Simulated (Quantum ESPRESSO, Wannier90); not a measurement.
# AlInN2 (chalcopyrite): Wannier90 run

```xyz
8
Lattice="4.7458 0.0000 0.0000 0.0000 4.7458 0.0000 -2.3729 -2.3729 4.6388" Properties=species:S:1:pos:R:3 pbc="T T T"
Al     0.0000    -2.3729     2.3194
Al     0.0000     0.0000     0.0000
In    -2.3729     0.0000     2.3194
In     2.3729     2.3729     0.0000
N      1.1864    -0.9516    -1.1597
N     -0.9516    -1.1864     1.1597
N     -1.1864     0.9516    -1.1597
N      0.9516     1.1864     1.1597
```

Structure: Materials Project mp-1245856, symmetrised, not relaxed again. Not found in the COD (Crystallography Open Database) copy used; not checked further. Method: PBEsol plane waves in Quantum ESPRESSO 7.5 (PseudoDojo norm-conserving files, 68 Ry, no spin polarisation, no spin-orbit coupling), Bloch states on a 6×6×6 mesh through Γ, Wannier90 4.0.1. Density: 8×8×8 mesh, Gaussian smearing 0.01 Ry. Spin-orbit coupling is left out although heavy elements are present.

Base run: 32 functions from bands 1-4,15-58 of the 58 computed, start hydrogen-like Al: s;p; In: s;p; N: s;p, centres 0.05 Å off the atoms, frozen window up to 2.76 eV relative to the valence-band maximum, outer window open. Bands 5–14 (In 4d 79 %, N 2s 12 %) lie between the kept ones and are excluded. Rows change the key named; with other orbitals the number of functions and the frozen window follow, as listed; window edges are relative to the valence-band maximum. The misfit compares interpolated bands with pw.x on a high-symmetry path, for states up to 2.3 eV relative to the valence-band maximum. Converged means that the tolerances were met: symmetric starts can stop on a saddle, which shows as a larger Ω_OD at equal Ω_I and can move the misfit too.

Rows with other orbitals or bands describe another subspace, so their Ω_I can't be set against the base's. Runs that didn't settle are not listed.

```json
[
 {"setting": "base", "orbitals": "Al sp, In sp, N sp", "bands": "1-4,15-58", "functions": "32", "frozen to (eV)": "2.76", "Ω_I (Å²)": "39.84", "Ω_D (Å²)": "0.01", "Ω_OD (Å²)": "4.30", "rms misfit (meV)": "0.4", "worst (meV)": "2.5", "ended": "converged"},
 {"setting": "num_iter = 0 (projection only), orbitals on the atoms", "orbitals": "Al sp, In sp, N sp", "bands": "1-4,15-58", "functions": "32", "frozen to (eV)": "2.76", "Ω_I (Å²)": "39.84", "Ω_D (Å²)": "0.02", "Ω_OD (Å²)": "20.34", "rms misfit (meV)": "0.7", "worst (meV)": "3.1", "ended": "no minimisation"},
 {"setting": "start: sp3 on every atom", "orbitals": "Al sp, In sp, N sp", "bands": "1-4,15-58", "functions": "32", "frozen to (eV)": "2.76", "Ω_I (Å²)": "39.84", "Ω_D (Å²)": "0.01", "Ω_OD (Å²)": "4.58", "rms misfit (meV)": "0.4", "worst (meV)": "2.6", "ended": "converged"},
 {"setting": "atomic waves with projectability windows 0.01 and 0.95", "orbitals": "Al 3s, Al 3p, In 5s, In 5p, N 2s, N 2p", "bands": "1-4,15-58", "functions": "32", "frozen to (eV)": "2.76", "Ω_I (Å²)": "40.29", "Ω_D (Å²)": "0.01", "Ω_OD (Å²)": "4.40", "rms misfit (meV)": "0.8", "worst (meV)": "4.0", "ended": "converged"}
]
```
